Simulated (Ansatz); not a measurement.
**Property card for In$_{2}$Se$_{3}$**

In$_{2}$Se$_{3}$:
```cif
data_In2Se3
_chemical_formula_sum 'In2 Se3'
_space_group_name_H-M_alt 'P 1'
_space_group_IT_number 1
_cell_length_a 3.91239
_cell_length_b 3.91239
_cell_length_c 9.79805
_cell_angle_alpha 90.000
_cell_angle_beta 90.000
_cell_angle_gamma 120.000
loop_
_space_group_symop_operation_xyz
  'x, y, z'
loop_
_atom_site_label
_atom_site_type_symbol
_atom_site_fract_x
_atom_site_fract_y
_atom_site_fract_z
_atom_site_occupancy
In1 In 0.00000 0.00000 0.42651 1
In2 In 0.00000 0.00000 0.82511 1
Se1 Se 0.66667 0.33333 0.61593 1
Se2 Se 0.33333 0.66667 0.28674 1
Se3 Se 0.66667 0.33333 0.97071 1
```

Space group P3m1 (No. 156); conventional cell a = b = 3.912 Å, c = 9.798 Å, α = β = 90.00°, γ = 120.00°.

Method: DFT-r²SCAN+D4 in the program Ansatz with PAW potentials. The cell and atoms are relaxed at this level. Other levels are named where they apply.

**Cell and energy**

```
Quantity                                                      Result
-----------------------------------------------------  -------------
Volume per atom                                             25.98 Å³
Density                                                   5.96 g/cm³
Formation energy from the elements (no fitted shifts)  -0.54 eV/atom
```

**Electronic structure**

```
Item                                                                               Result
------------------------------------------------  ---------------------------------------
Band gap                                                               0.52 eV (indirect)
Valence-band maximum                              on the K–Γ line, 61 % of the way from K
Conduction-band minimum                                       at H (2 equivalent valleys)
Smallest direct gap on the standard path                                          0.58 eV
Electron effective mass                                               0.41 mₑ (isotropic)
Electron effective mass with spin–orbit coupling   0.42, 0.47, 0.47 mₑ (principal values)
Hole effective mass                                  0.26, 1.9, 2.3 mₑ (principal values)
Hole effective mass with spin–orbit coupling        0.41, 0.41, 2.7 mₑ (principal values)
HSE06 gap on the r²SCAN+D4 cell                                                   0.87 eV
Gap with spin–orbit coupling                                                      0.48 eV
```

**Mechanics**

```
Property                              Result
----------------------------------  --------
Bulk modulus (Birch–Murnaghan fit)  25.3 GPa
Pressure derivative B′                  13.6
```

**Charges**

```
Item                                           Result
-------------  --------------------------------------
Bader charges  In +1.17 to +1.21, Se -0.96 to -0.70 e
```

The start of the workflow was typed in or built on a structure type; neither database checked (COD, Materials Project) lists it. COD files the formula under space group No. 160, 166, 169, 170. Its standing as an ambient phase is unchecked. Symmetry was held in the r²SCAN+D4 relaxation; whether a distortion lowers the energy is not shown. The references are the lowest solids computed at this level, not always the standard phases. Spin–orbit coupling is left out wherever it is not named.

Potentials: the earlier of the program's two PAW sets. The files were generated under PBE; for other functionals the program regenerates the frozen cores, and for LDA and PBEsol the local potential too.
